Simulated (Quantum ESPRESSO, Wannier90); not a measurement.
**Tight-binding from DFT: TePb₂S (R-3m)**

```
TePb2S
1.0
   -2.22198     3.84857     0.00000
   -4.44395     0.00000     0.00000
   -2.22198     1.28286     7.25989
Te Pb S
1 2 1
Direct
  0.50000   0.50000   0.50000
  0.25828   0.25828   0.22515
  0.74172   0.74172   0.77485
  0.00000   0.00000   0.00000
```

Materials Project entry mp-1217283; symmetrised, unrelaxed at this level. Not found in the COD (Crystallography Open Database) copy used; not checked further. Computed values, not measurements, from PBEsol: Quantum ESPRESSO (norm-conserving PseudoDojo potentials, cutoff 66 Ry, no spin polarisation, no spin-orbit coupling) on a Γ-centred 8×8×8 mesh, then Wannier90. Density: 8×8×8 mesh, Gaussian smearing 0.01 Ry. Spin-orbit coupling is left out although heavy elements are present.

postw90 (berry_task = kubo; independent particles, width 0.1 eV, no gap correction, excitons or local fields) prints σ_xx for one spin direction:

```
ħω (eV)  Re σ (S/cm)  Im σ (S/cm)
-------  -----------  -----------
0.10               0         -138
1.55            1690        -3570
2.10            7800        -1440
```

Question: Work out the dielectric function, refractive index, reflectivity and absorption coefficient at these energies.

Answer: ε = 1 + iσ/(ε0 ω), so ε₂ = Re σ/(ε0 ω) and ε₁ = 1 − Im σ/(ε0 ω); ε0 ω = 134.5 S/cm × ħω in eV, and σ is doubled for both spins.
- 0.10 eV: ε₁ = 21.5, ε₂ = 0.0; n + ik = √ε = 4.64 + 0.00i; R = 42 %
- 1.55 eV: ε₁ = 35.2, ε₂ = 16.2; n + ik = √ε = 6.08 + 1.33i; R = 53 %; α = 2ωk/c = 210000 cm⁻¹
- 2.10 eV: ε₁ = 11.2, ε₂ = 55.2; n + ik = √ε = 5.81 + 4.75i; R = 66 %; α = 2ωk/c = 1000000 cm⁻¹
The model holds its own bands alone, so ε₁ lacks the part of higher transitions, and near sharp peaks it hangs on the broadening.
